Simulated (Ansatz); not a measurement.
Level of theory: Ansatz, DFT PBE, scalar-relativistic, plane waves, PAW. All cells share a 420 eV cutoff and Γ-centred k meshes spaced at most about 0.3 Å⁻¹ (about 0.25 or finer for metals, 2π included). Collinear spin in cells that started with moments and kept them past the coarse steps, no spin elsewhere.

These are static total energies at zero pressure.

Two forms of Nb2SnTe3 were relaxed alike.

A. (no spin)

```xyz
6
Lattice="4.4519 0.0000 0.0000 0.0000 4.4519 0.0000 0.0000 0.0000 7.5714" Properties=species:S:1:pos:R:3 pbc="T T T"
Nb    2.2259    2.2259    5.7941
Nb    0.0000    0.0000    1.7580
Sn    0.0000    0.0000    4.7114
Te    2.2259    0.0000    7.5540
Te    0.0000    2.2259    7.5540
Te    2.2259    2.2259    2.9140
```

B. (site moments under 0.1 μB)

```xyz
6
Lattice="2.7523 -5.6980 0.0000 2.7523 5.6980 0.0000 0.0000 0.0000 4.9814" Properties=species:S:1:pos:R:3 pbc="T T T"
Nb    1.3762    2.8490    2.4907
Nb    1.3762   -2.8490    2.4907
Sn    2.7523    0.0000    0.0000
Te    2.7523    3.6586    0.0000
Te    2.7523   -3.6586    0.0000
Te    0.0000    0.0000    2.4907
```

Question: Which would you expect to be lower, and how large is the difference?

Answer: A is lower, by 243 meV/atom. A has space group P4mm (No. 99), 25.0 Å³/atom and no gap on its mesh; B has space group Cmmm (No. 65), 26.0 Å³/atom and no gap. Counting Te atoms around Nb and Sn (those within 1.25 times the shortest such distance or 1.15 times the sum of covalent radii, 1.27 where that leaves under three; a plus sign parts nearer from farther groups; the shortest distance is added where it exceeds 1.18 times the sum of covalent radii; a slash parts the counts of unlike sites), A has Nb 5/4+4, Sn 8 from 3.6 Å and B has Nb 6, Sn 10 from 3.4 Å. The denser one is the lower, and pressure would at first widen the difference. Even the lower one lies +0.13 eV/atom against the reference forms of the elements (uncorrected), so neither is stable at this level. In A, around Nb on its first site lie 5 Te at 2.84–2.88 Å and 4 Sn at 3.33 Å; Sn is surrounded by 1 Nb at 2.95 Å, 4 Nb at 3.33 Å and 8 Te at 3.61–3.62 Å; Te on a site of symmetry 2mm has 4 Nb at 2.84–2.85 Å, 4 Te at 3.15 Å, 2 Sn at 3.61 Å and 2 Te at 3.68 Å; 2 more sites not described. In B, Nb is surrounded by 2 Nb at 2.75 Å, 4 Te at 2.96 Å and 2 Te at 3.16 Å; around Sn lie 4 Te at 3.43 Å and 6 Te at 3.66–3.71 Å; around Te on a site of symmetry m2m lie 4 Nb at 2.96 Å, 4 Te at 3.19–3.22 Å, 2 Sn at 3.43 Å and 1 Sn at 3.66 Å; 1 more site not described. Both come from invented guesses.

These runs have no spin–orbit coupling, which can matter for Te. Cells relaxed within their symmetry can be saddle points.
